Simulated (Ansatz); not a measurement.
Surface calculation: fcc Al (111), 5 layers

The slab is cut from the fcc crystal, the stable phase, as relaxed on PAW files (16.19 Å³/atom), with 16 Å of vacuum and a dipole correction:

```
Al
1.0
     2.83960    0.00000    0.00000
    -1.41980    2.45916    0.00000
     0.00000    0.00000   25.27410
Al
5
Cartesian
  2.1297 0.4099 8.0000
  -0.7099 2.0493 10.3185
  0.7099 1.2296 12.6371
  2.1297 0.4099 14.9556
  -0.7099 2.0493 17.2741
```

Computed with Ansatz 0.2.0; functional PBEsol, scalar-relativistic. Settings: a Γ-centred 15×15×1 k mesh, Fermi–Dirac smearing of 0.1 eV, no spin polarisation. Methods: LAPW: all electrons, basis error target 1 meV/atom; PAW: frozen-core files, cutoff 420 eV.

The bulk energy comes from a cell in the slab's orientation on a 15×15×6 mesh. The surface energy is (E(slab) − N·E(bulk))/2A at zero smearing, the mean of both faces; thin slabs carry quantum-size effects.

The PAW files were made under PBE. The cell is 1×1, so reconstructions are forbidden, and in slabs of four or five layers the relaxations can be far larger than at a real surface.

Task: As cut, the LAPW slab lies 0.854 eV above 5 atoms of bulk. What surface energy is that?

Result: Over two faces of 6.98 Å² it is 61.1 meV/Å², and times 16.02 J/m² per eV/Å² that gives γ = 0.979 J/m².

Task: What do relaxation and the other method give, and what work function comes out?

Result: 

```json
{"method": "LAPW", "γ as cut (J/m²)": "0.979", "γ relaxed (J/m²)": "0.974", "Φ as cut (eV)": "4.16", "Φ relaxed (eV)": "4.15"}
{"method": "PAW", "γ as cut (J/m²)": "0.980", "γ relaxed (J/m²)": "0.975", "Φ as cut (eV)": "4.16", "Φ relaxed (eV)": "4.15"}
```

Task: How do the spacings between the planes relax?

Result: From the bottom face up: d12 +1.5 % of 2.319 Å, d23 +0.9 % of 2.319 Å, d34 +0.9 % of 2.319 Å, d45 +1.5 % of 2.319 Å.

Task: What changes if the images along the normal are cut off in place of the dipole correction?

Result: LAPW then gives: no gap, work function 4.15 eV; PAW: no gap, work function 4.15 eV.

Task: A field of 0.2 V/Å is applied along the normal, atoms held. What follows?

Result: LAPW finds an induced dipole of 0.0994 e·Å a cell (PAW 0.0993), that is 12.87 Å for 4πα over the area, against 9.39 Å between the outer atoms.

Task: A 2p core hole is made on one atom of each kind in every 1×1 cell (PAW hole dataset, neutral cell, valence without spin). What does it cost by layer?

Result: layer 1 72.85 eV, layer 2 72.77 eV, layer 3 72.78 eV. Shifts between layers mean more than the absolute values, and a whole layer of holes screens otherwise than one hole.
